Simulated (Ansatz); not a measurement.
La$_{2}$O$_{3}$ (A-La2O3 type, space group P-3m1)

```xyz
5
Lattice="3.9404 0.0000 0.0000 -1.9702 3.4125 0.0000 0.0000 0.0000 6.1883" Properties=species:S:1:pos:R:3 pbc="T T T"
La     0.0000     2.2750     1.5309
La     1.9702     1.1375     4.6574
O      0.0000     0.0000     0.0000
O      0.0000     2.2750     3.9933
O      1.9702     1.1375     2.1950
```

E(V) scan at fixed shape, V₀ the volume above. The atoms relax within the cell's symmetry.

The numbers are results of PBE (plane waves to 420 eV, PAW, scalar-relativistic; Ansatz, a program for electronic structure), not measurements. k mesh 10×10×6 (Γ-centred), Fermi-Dirac smearing 0.05 eV. The energy includes the smearing's −TS. Stress and pressure are positive under compression. With the shape held, the modulus is that of even scaling; a crystal free to change shape is softer. La2O3 is run without spin polarisation. La2O3 was relaxed with its symmetry unable to fall. The PAW data are Ansatz's earlier set. ΔE is measured from the relaxed starting cell.

| V (Å³/atom) | ΔE (meV/atom) |
|---|---|
| 15.644 | 24.8 |
| 15.894 | 13.6 |
| 16.143 | withheld |
| 16.393 | 1.4 |
| 16.642 | 0.0 |
| 16.892 | 1.3 |
| 17.142 | 5.2 |
| 17.391 | 11.5 |
| 17.641 | 19.9 |

Task: Fit a third-order Birch-Murnaghan form (E₀, V₀, B₀, B₀′ free) to the given rows and predict ΔE at V = 16.143.

Result: Least squares on the 8 given rows: ΔE = E₀ + (9V₀B₀/16)·y²·[2 + (B₀′ − 4)y], y = (V₀/V)^(2/3) − 1, with V₀ = 16.644 Å³/atom, B₀ = 118.6 GPa (160.2 GPa = 1 eV/Å³; the term in eV is multiplied by 1000), B₀′ = 4.30, E₀ = -0.02 meV/atom; root-mean-square residual 0.03 meV/atom. At 16.143 the fit gives 5.9 meV/atom; the calculation gives 5.9 meV/atom, the same to the digits shown. For the pressure the fit gives 3.87 GPa against the computed 3.87 GPa.

(Under strain, the slope of the energy per volume gives the stress and its curvature an elastic modulus.)
